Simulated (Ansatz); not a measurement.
An Ansatz (a program for electronic structure) run. Input:

Ansatz 0.2 input:
```yaml
crystal:
  lattice:
    - [0.0, 2.1980187458, 2.1980187458]
    - [2.1980187458, 0.0, 2.1980187458]
    - [2.1980187458, 2.1980187458, 0.0]
  atoms:
    - { symbol: Ta, position: [0.5, 0.5, 0.5] }
    - { symbol: N, position: [0.0, 0.0, 0.0] }
kpoints:
  mp_grid: { grid: [12, 12, 12] }
  band_path:
    path:
      - [[0.0, 0.0, 0.0], [0.5, 0.0, 0.5], [0.625, 0.25, 0.625]]  # Γ-X-U
      - [[0.375, 0.375, 0.75], [0.0, 0.0, 0.0], [0.5, 0.5, 0.5], [0.5, 0.25, 0.75], [0.5, 0.0, 0.5]]  # K-Γ-L-W-X
    npoints: 12
hamiltonian:
  xc: r2scan
  pseudopotentials: { azcp: { folder: ./paw }, kind: paw_fr }
magnetization: { noncollinear: true, spin_orbit: true }
scf:
  n_extra_bands: 12
  convergence: { dr2_threshold: 0.0000000001 }
  occupations: { method: gaussian, width: 0.05 }
output: { eigenvalues: true }
```

Output (shortened):

```
Pseudopotential: Ta, paw, valence charge 13
Pseudopotential: N, paw, valence charge 5
Functional definition: r2SCAN
non-collinear run that drives no moment, with spin-orbit …
Crystal: 2 atoms, lattice volume = 21.239 Å³
Basis set: ecut = 500 eV, 537 PW (Γ), exchange–correlation on 96×96×96 points (64 copies of the dense FFT grid, shifted against one another)
Bands: 30, of which v1, the nominal top of the filled ones, is band 18 counted from 1 (17 counted from 0)
Symmetry: 48 space group operations + 48 with time reversal
k-points: 72 of 1728
Projection manifold: j_resolved (fully-relativistic pseudo-atomic orbitals)
SCF iter   1: F=—  HF=-10307.811450 eV  |F-HF|=—  |Δ(HF+E_count)|=         —  Δρ=5.60e-2  dr2=6.81e-1  dr2_τ=5.92e-2  dr2_m=0.00e0 (ungated)  ethr=3.10e-3  |M|=0.00e0 ∫|m|=0.00e0 μB  |m|>n=0.0e0 m-floor=0.0e0 τ_xc=0.0e0  β_m=0.30  ⟨swp⟩=6.0  Hψ=5488  notcnv=0  defer=36
preconditioner: auto → none
SCF iter   2: F=—  HF=-10307.882062 eV  |F-HF|=—  |Δ(HF+E_count)|=   7.06e-2  Δρ=3.98e-2  dr2=2.88e-1  dr2_τ=4.19e-3  dr2_m=0.00e0 (ungated)  ethr=3.10e-3  |M|=0.00e0 ∫|m|=0.00e0 μB  |m|>n=0.0e0 m-floor=0.0e0 τ_xc=0.0e0  β_m=0.57  ⟨swp⟩=2.0  Hψ=1613  notcnv=0  defer=320
SCF iter   3: F=—  HF=-10307.883425 eV  |F-HF|=—  |Δ(HF+E_count)|=   1.36e-3  Δρ=9.15e-3  dr2=6.25e-3  dr2_τ=2.92e-4  dr2_m=0.00e0 (ungated)  ethr=1.60e-3  |M|=0.00e0 ∫|m|=0.00e0 μB  |m|>n=0.0e0 m-floor=0.0e0 τ_xc=0.0e0  β_m=0.70  ⟨swp⟩=2.1  Hψ=1498  notcnv=0  defer=326
SCF iter   4: F=—  HF=-10307.886575 eV  |F-HF|=—  |Δ(HF+E_count)|=   3.15e-3  Δρ=1.91e-3  dr2=8.59e-4  dr2_τ=8.35e-6  dr2_m=0.00e0 (ungated)  ethr=3.47e-5  |M|=0.00e0 ∫|m|=0.00e0 μB  |m|>n=0.0e0 m-floor=0.0e0 τ_xc=0.0e0  β_m=0.85  ⟨swp⟩=2.6  Hψ=1888  notcnv=0  defer=326
SCF iter   5: F=—  HF=-10307.886601 eV  |F-HF|=—  |Δ(HF+E_count)|=   2.61e-5  Δρ=5.19e-4  dr2=6.05e-5  dr2_τ=1.40e-6  dr2_m=0.00e0 (ungated)  ethr=4.77e-6  |M|=0.00e0 ∫|m|=0.00e0 μB  |m|>n=0.0e0 m-floor=0.0e0 τ_xc=0.0e0  β_m=0.81  ⟨swp⟩=2.0  Hψ=1284  notcnv=0  defer=326
SCF iter   6: F=—  HF=-10307.886595 eV  |F-HF|=—  |Δ(HF+E_count)|=   6.89e-6  Δρ=6.69e-5  dr2=8.36e-7  dr2_τ=5.48e-9  dr2_m=0.00e0 (ungated)  ethr=3.36e-7  |M|=0.00e0 ∫|m|=0.00e0 μB  |m|>n=0.0e0 m-floor=0.0e0 τ_xc=0.0e0  β_m=0.90  ⟨swp⟩=2.1  Hψ=1223  notcnv=0  defer=326
SCF iter   7: F=—  HF=-10307.886593 eV  |F-HF|=—  |Δ(HF+E_count)|=   1.38e-6  Δρ=1.31e-5  dr2=3.36e-8  dr2_τ=3.16e-9  dr2_m=0.00e0 (ungated)  ethr=4.64e-9  |M|=0.00e0 ∫|m|=0.00e0 μB  |m|>n=0.0e0 m-floor=0.0e0 τ_xc=0.0e0  β_m=0.80  ⟨swp⟩=2.0  Hψ=1553  notcnv=0  defer=326
SCF iter   8: F=—  HF=-10307.886593 eV  |F-HF|=—  |Δ(HF+E_count)|=   3.56e-9  Δρ=2.87e-6  dr2=1.11e-9  dr2_τ=3.26e-11  dr2_m=0.00e0 (ungated)  ethr=1.87e-10  |M|=0.00e0 ∫|m|=0.00e0 μB  |m|>n=0.0e0 m-floor=0.0e0 τ_xc=0.0e0  β_m=0.90  ⟨swp⟩=2.2  Hψ=1462  notcnv=0  defer=326
SCF iter   9: F=-10307.886593 eV  HF=-10307.886593 eV  |F-HF|=1.64e-11  |Δ(HF+E_count)|=   1.01e-9  Δρ=3.99e-7  dr2=2.40e-11  dr2_τ=4.09e-13  dr2_m=0.00e0 (ungated)  ethr=1.00e-12  |M|=0.00e0 ∫|m|=0.00e0 μB  |m|>n=0.0e0 m-floor=0.0e0 τ_xc=0.0e0  ⟨swp⟩=8.1  Hψ=4203  notcnv=0
SCF 1 converged in 9 iterations: F = -10307.886593 eV  dr2 = 2.40e-11
NSCF: frozen V_eff on 74 k-points
SCF converged after 9 iterations
Magnetization: |M| = 0.0000 μB,  M = (+0.0000, +0.0000, +0.0000) μB
Absolute magnetization: 0.0000 μB (∫|m|)
  site 0: m = (+0.0000, +0.0000, +0.0000) μB, |m| = 0.0000 μB  (R = 0.91 Å)
  site 1: m = (+0.0000, +0.0000, +0.0000) μB, |m| = 0.0000 μB  (R = 0.91 Å)
Free energy (F): -10307.886593 eV
Harris-Foulkes:  -10307.886593 eV  (|F-HF|=1.64e-11)
Internal energy: -10307.885609 eV  (E = F + TS)
E sigma→0 (E₀):  -10307.886101 eV
Entropy (-TS):   -0.000984 eV (-0.492 meV/atom)
Fermi energy:    21.643680 eV
--- Per-component energies (eV) ---
  E_band       = -63.750719
  E_kinetic    = 523.557265
  E_local      = -571.115856  (includes V_loc(G=0)·N_el)
  E_nonlocal   = 25.077779
  E_hartree    = 205.268655
  E_xc         = -363.623566
  E_vxc        = -341.963501  (∫ρ·V_xc dr)
  E_paw        = -8437.453267  (= ΣΔE_a)
  E_vpaw       = -127.332108  (= ΣTr[D̂ρ^β])
  E_aug_tail   = 0.000070  (compensation charges beyond the density's cutoff)
  E_vtau       = 17.488288  (kinetic-family band-sum trace: ∫τ·v_τ [+ j·A + Jᵃ·Aᵃ] dr)
  E_ewald      = -1688.780535
  E_core_change = -0.816155  (= ΣΔE_core)
  E_smearing   = -0.000984  (= −TS)
  E_closure    = 0.000000  (closes the sum)
  Σ components = -10307.886593   (vs F -10307.886593, Δ=0.00e0)
  [band-id]    e_kinetic+e_local+e_nonlocal+2·e_hartree+e_vxc+e_vpaw+e_augmentation_tail+e_vtau = -63.750752   (vs E_band -63.750719, Δ=-3.30e-5)
--- Band table (eV; the first three rows and the last of 72) ---
  k-point 0: bands = ["-49.6198", "-49.6198", "-21.6447", "-21.6447", "-12.8644", "-12.8644", "-12.8644", "-12.8644", "1.6762", "1.6762", "17.3698", "17.3698", "17.5720", "17.5720", "17.5720", "17.5720", "19.3944", "19.3944", "19.3944", "19.3944", "19.7822", …
  k-point 1: bands = ["-49.6157", "-49.6157", "-21.6588", "-21.6588", "-12.9227", "-12.9227", "-12.8711", "-12.8711", "1.8468", "1.8468", "16.6704", "16.6704", "16.9475", "16.9475", "16.9935", "16.9935", "19.6859", "19.6859", "19.7077", "19.7077", "20.0604", …
  k-point 2: bands = ["-49.6045", "-49.6045", "-21.6975", "-21.6975", "-13.0772", "-13.0772", "-12.8891", "-12.8891", "2.3238", "2.3238", "15.1659", "15.1659", "15.9625", "15.9625", "15.9695", "15.9695", "20.1919", "20.1919", "20.3607", "20.3607", "20.6081", …
  k-point 71: bands = ["-49.5383", "-49.5383", "-21.9121", "-21.9121", "-13.5137", "-13.5137", "-13.3521", "-13.3521", "3.5596", "3.5596", "13.8313", "13.8313", "14.1896", "14.1896", "14.7828", "14.7828", "21.3979", "21.3979", "21.5519", "21.5519", "25.1611", …
```

Cost: very roughly 24 core-seconds on shared cores.

Space group Fm-3m (rock salt). This is a known high-temperature phase of the composition, computed here at zero pressure and temperature. The r²SCAN relaxation kept the symmetry of its start; whether a distortion lowers the energy is not shown. The run is not spin-polarised.

Potentials: the earlier of the program's two PAW sets. The files were generated under PBE; for other functionals the program regenerates the frozen cores, and for LDA and PBEsol the local potential too.

Ansatz is a plane-wave DFT program.
